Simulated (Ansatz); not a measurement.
Al:
```
CELL_PARAMETERS angstrom
      0.00000     3.71484     3.71484
      3.71484     0.00000     3.71484
      3.71484     3.71484     0.00000
ATOMIC_POSITIONS crystal
  Al 0.75000 0.75000 0.75000
  Al 0.50000 0.50000 0.50000
  Al 0.12500 0.62500 0.12500
  Al 0.12500 0.12500 0.12500
  Al 0.62500 0.12500 0.12500
  Al 0.12500 0.12500 0.62500
```

Relaxed with PBEsol. Special points in fractions of this cell's reciprocal vectors: Γ (0.000, 0.000, 0.000); X (0.500, 0.000, 0.500); U (0.625, 0.250, 0.625); K (0.375, 0.375, 0.750); L (0.500, 0.500, 0.500); W (0.500, 0.250, 0.750).

Q: List the band energies nearest the Fermi level at these points for the program Ansatz at the PBEsol level (PAW).

A: In eV from the Fermi level; about four levels below and three above (degenerate sets whole), none deeper than 8.9 eV; points with the same levels are listed once.

```json
[
 {"k": "Γ", "below": "-0.32 -0.23 -0.23 -0.23", "above": "8.12 8.12 8.12"},
 {"k": "X", "below": "-5.72 -5.72 -5.44 -5.44", "above": "1.28 1.28 1.43 1.43"},
 {"k": "U", "below": "-2.82 -0.76 -0.44 0.00", "above": "0.32 2.20 2.62"},
 {"k": "L", "below": "-3.67 -3.67 -3.40 -3.40 -3.15", "above": "0.56 1.18 1.18"},
 {"k": "W", "below": "-2.77 -2.77 -2.13 -2.13", "above": "1.95 1.95 2.52 2.52"}
]
```

Space group Fd-3m. The start of the workflow was typed in or built on a structure type; neither database checked (COD, Materials Project) lists it. It is not the phase usual at ambient conditions (space group No. 225). The cell was relaxed with PBEsol under the symmetry of its start. At this level the phase is dynamically unstable (imaginary phonons).

Potentials: the earlier of the program's two PAW sets. The files were generated under PBE; for other functionals the program regenerates the frozen cores, and for LDA and PBEsol the local potential too.
